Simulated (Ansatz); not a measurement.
# Fields on a plane of PdSb2 (space group Pa-3)

```xyz
12
Lattice="6.4645 0.0000 0.0000 0.0000 6.4645 0.0000 0.0000 0.0000 6.4645" Properties=species:S:1:pos:R:3 pbc="T T T"
Sb     2.4103     2.4103     2.4103
Sb     4.0541     4.0541     4.0541
Sb     0.8219     4.0541     5.6426
Sb     5.6426     2.4103     0.8219
Sb     5.6426     0.8219     4.0541
Sb     0.8219     5.6426     2.4103
Sb     4.0541     5.6426     0.8219
Sb     2.4103     0.8219     5.6426
Pd     0.0000     0.0000     0.0000
Pd     3.2322     0.0000     3.2322
Pd     3.2322     3.2322     0.0000
Pd     0.0000     3.2322     3.2322
```

The slice is a {110} plane (indices of the conventional cell) through the point (0.627, 0.873, 0.127) (fractional), spanned by u = [100] and v = [011] in vectors of this cell: u (6.46 Å) and v (9.14 Å, at 90° to u). It covers one period; positions are fractions (u, v).

Atoms on it: Sb at (0.50, 0.75); Sb at (0.00, 0.00).

Calculation: PBEsol (plane waves to 420 eV, PAW, scalar-relativistic; Ansatz, a program for electronic structure). k mesh 6×6×6. These are valence fields of a PAW run, semicore shells included where kept as valence: close to a nucleus they are smooth pseudo fields. PdSb2 is run without spin polarisation. PdSb2 was relaxed with its symmetry unable to fall. Spin-orbit coupling is left out, though Sb is heavy.

```
|xx::##%%------==--    ++**::|
|**##%%++--++##%%##--..==%%##|
|%%##--..==%%##**##%%++--++##|
|==--    ++**::xx::##%%------|
|++++..  ****xxxxxx**@@----==|
|@@@@--  ++**::xx::##%%====**|
|@@@@**..==%%##**##%%====##@@|
|%%%%**----++%%@@##--..::**%%|
|**++====----====--    ..--**|
|....==**++==----::....::::::|
|  ::##@@%%**==--==++****++::|
|..==%%%%@@@@++--==####%%%%==|
|--++%%####%%==..--%%%%@@%%++|
|--==******++::  ..**@@%%++==|
|----::::::----::::==**==----|
|==--    ..==******====------|
|@@%%--..::##%%##%%**----++%%|
|**##%%====##@@%%%%**::==%%##|
|xx::##%%====##@@@@==  ++**::|
|xxxx**@@==--==**++..  ****xx|
```
Scale: ten equal steps from 0.07 (start of ' ') to 0.50 (end of '@'), in the order ' .:-=+*#%@'. Values: electron localisation function (ELF). The map has 14 points along u (two characters each, u = 0 at the left) and 20 along v (v = 0 in the bottom row). Points within 0.5 Å of a nucleus are blanked (x), as the pseudised field means little there.

```
|##**--::::::::..      ..--**|
|==--::......::::..    ..::--|
|::..    ..::--==--::....::::|
|....    ..--**##**--::::::::|
|::..    ..--##@@##==::::----|
|::::    ..--**##**--::::::--|
|--::..  ..::--==--::....::--|
|::::..  ....::::..      ..::|
|..........::::..        ....|
|    ..::::--::..            |
|    ..::----::..  ........  |
|    ::::--::........::::::..|
|......::::::..    ..::--::..|
|............      ..::----::|
|..                ..::::--::|
|..        ............::::::|
|::..      ..::::::......::::|
|==--::....::----::..  ..::--|
|##**--::::::--::::..  ..--**|
|@@##==::::--::::..    ..--##|
```
Scale: ten equal steps from -1.20 (start of ' ') to 1.36 (end of '@'), in the order ' .:-=+*#%@'. Values: log₁₀ of the valence density in e/Å³. The map has 14 points along u (two characters each, u = 0 at the left) and 20 along v (v = 0 in the bottom row). The scale is logarithmic, as a density can span decades between atoms and voids.
